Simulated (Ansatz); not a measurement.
BN (zinc blende)

```xyz
2
Lattice="0.0000 1.8124 1.8124 1.8124 0.0000 1.8124 1.8124 1.8124 0.0000" Properties=species:S:1:pos:R:3 pbc="T T T"
N      2.7185     2.7185     2.7185
B      0.0000     0.0000     0.0000
```

This relaxed cell (volume V₀) is scaled evenly in all directions, its shape held. Symmetry pins the atoms to their sites.

These are PBE (plane waves to 420 eV, PAW, scalar-relativistic; Ansatz, a first-principles code) values and carry that method's errors. k mesh 16×16×16 (Γ-centred), Fermi-Dirac smearing 0.05 eV. Compression counts positive. BN was relaxed with its symmetry unable to fall.

At one point of the scan the stress tensor (GPa) is:

```
   -7.1      0.0      0.0
    0.0     -7.1      0.0
    0.0      0.0     -7.1
```

Task: Which point is it?
A) V/V₀ = 1.020
B) V/V₀ = 1.040
C) V/V₀ = 1.030
D) V/V₀ = 1.060

Result: A, V/V₀ = 1.020

(Under strain, the slope of the energy per volume gives the stress and its curvature an elastic modulus.)
